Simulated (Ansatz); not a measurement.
Mo (bcc, W type)

```xyz
2
Lattice="-3.1607 3.1607 3.1607 1.5804 -1.5804 1.5804 1.5804 1.5804 -1.5804" Properties=species:S:1:pos:R:3 pbc="T T T"
Mo     0.0000     0.0000     0.0000
Mo    -1.5804     1.5804     1.5804
```

Scan: atom 1 (Mo, nearest neighbour Mo at 2.737 Å; its periodic images, 2.7 Å or more away, move with it) is displaced along Cartesian [110], direction (0.707, 0.707, 0.000) in Cartesian axes, by s. The other atoms stay.

Method: PBE (plane waves to 420 eV, PAW, scalar-relativistic; Ansatz, a first-principles code). k mesh 17×17×17 (Γ-centred), Fermi-Dirac smearing 0.05 eV. With partly filled bands, energies and forces of such displacements shift with the k mesh and the smearing. F∥ is the force on the atom along that direction. Mo is run without spin polarisation. Mo was relaxed with its symmetry unable to fall. 

```json
[
 {"s (Å)": "-0.270", "F∥ (eV/Å)": "1.810"},
 {"s (Å)": "-0.216", "F∥ (eV/Å)": "1.427"},
 {"s (Å)": "-0.162", "F∥ (eV/Å)": "1.051"},
 {"s (Å)": "-0.108", "F∥ (eV/Å)": "0.696"},
 {"s (Å)": "-0.054", "F∥ (eV/Å)": "0.344"},
 {"s (Å)": "0.000", "F∥ (eV/Å)": "0.000"},
 {"s (Å)": "0.054", "F∥ (eV/Å)": "-0.344"},
 {"s (Å)": "0.108", "F∥ (eV/Å)": "-0.696"},
 {"s (Å)": "0.162", "F∥ (eV/Å)": "-1.051"},
 {"s (Å)": "0.216", "F∥ (eV/Å)": "-1.427"},
 {"s (Å)": "0.270", "F∥ (eV/Å)": "-1.810"}
]
```

What is the force constant k = d²E/ds² of this move at s = 0?

6.34 eV/Å². The forces along the line at the two nearest points give (0.344 − (-0.344)) / (2·0.054) = 6.37 eV/Å²; the next pair corrects for the finite step.

(A displaced cell: forces are minus the slopes of the energy, force constants its curvatures, and phonons follow from these.)
